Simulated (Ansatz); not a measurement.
C under strain

Level of theory: DFT r2SCAN, scalar-relativistic, plane waves, PAW (Ansatz 0.2.0). Settings: 500 eV cutoff, 24×24×8 k-mesh, Gaussian smearing of 0.10 eV, no spin polarisation.

Starting point, cell and atoms relaxed:

```yaml
crystal:
  lattice:
    - [2.45581, 0.00000, 0.00000]
    - [-1.22790, 2.12679, 0.00000]
    - [0.00000, 0.00000, 7.03643]
  atoms:
    - { symbol: C, position: [0.00000, 0.00000, 0.25000] }
    - { symbol: C, position: [0.00000, 0.00000, 0.75000] }
    - { symbol: C, position: [0.33333, 0.66667, 0.25000] }
    - { symbol: C, position: [0.66667, 0.33333, 0.75000] }
```

Deformation: biaxial strain in the a-b plane, with the length and tilt of c and the atoms relaxed, all within the symmetry that the strain leaves. Energies are extrapolated to zero smearing.

```csv
strain (%),ΔE (meV/atom),a (Å),b (Å),c (Å)
-4.5,160.1,2.345,2.345,6.975
-3.0,68.5,2.382,2.382,7.004
-1.5,16.5,2.419,2.419,7.028
+0.0,0.0,2.456,2.456,7.036
+1.5,15.2,2.493,2.493,7.080
+3.0,58.6,2.529,2.529,7.100
+4.5,127.1,2.566,2.566,7.127
```

**Question.** What stiffness (1/V) d²E/dε² at zero strain does a cubic fit over all points give?

**Answer.** A cubic fit gives (1/V) d²E/dε² = 2475 GPa at zero strain (twice the biaxial modulus).

**Question.** How does the free axis c answer a small strain?

**Answer.** Between the innermost points its strain is 0.25 times the applied one.